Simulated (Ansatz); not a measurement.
## Structure optimisation: cadmium, dhcp

All numbers below come from DFT, r2SCAN, plane waves (500 eV) with PAW, scalar-relativistic in Ansatz 0.2.0. The PAW files were generated under PBE, with cores re-solved for the functional.

k-point mesh 12×12×3, Fermi-Dirac smearing 0.1 eV, no spin polarisation. Cell and atoms relax.

Starting structure:

```cif
data_structure
_symmetry_space_group_name_H-M 'P 1'
_symmetry_Int_Tables_number 1
_cell_length_a 3.1253
_cell_length_b 3.1253
_cell_length_c 10.2072
_cell_angle_alpha 90.000
_cell_angle_beta 90.000
_cell_angle_gamma 120.000
_cell_volume 86.34
loop_
_atom_site_label
_atom_site_type_symbol
_atom_site_fract_x
_atom_site_fract_y
_atom_site_fract_z
_atom_site_occupancy
Cd1 Cd 0.00000 0.00000 0.00000 1
Cd2 Cd 0.00000 0.00000 0.50000 1
Cd3 Cd 0.33333 0.66667 0.25000 1
Cd4 Cd 0.66667 0.33333 0.75000 1
```

Question: The pressure at the start is 0.1 GPa. By how much does the volume change?

Answer: From 21.59 to 21.61 Å³ per atom, 0.1 %. The final cell has a = 3.153 Å, c = 10.037 Å (c/a = 3.183).

Question: How much energy does the relaxation gain?

Answer: 0.9 meV per atom.

Path of the relaxation (the plane waves are chosen anew near the end, which can shift the energy a little):

| step | E − E(final) (meV/atom) | V (Å³/atom) | P (GPa) | max force (eV/Å) |
| --- | --- | --- | --- | --- |
| 0 | 0.93 | 21.585 | 0.10 | 0.000 |
| 1 | 0.73 | 21.636 | -0.04 | 0.000 |
| 2 | 0.84 | 21.825 | -0.49 | 0.000 |
| 3 | 0.10 | 21.490 | 0.32 | 0.000 |
| 4 | 0.03 | 21.608 | 0.02 | 0.000 |
| 5 | 0.00 | 21.608 | 0.02 | 0.000 |
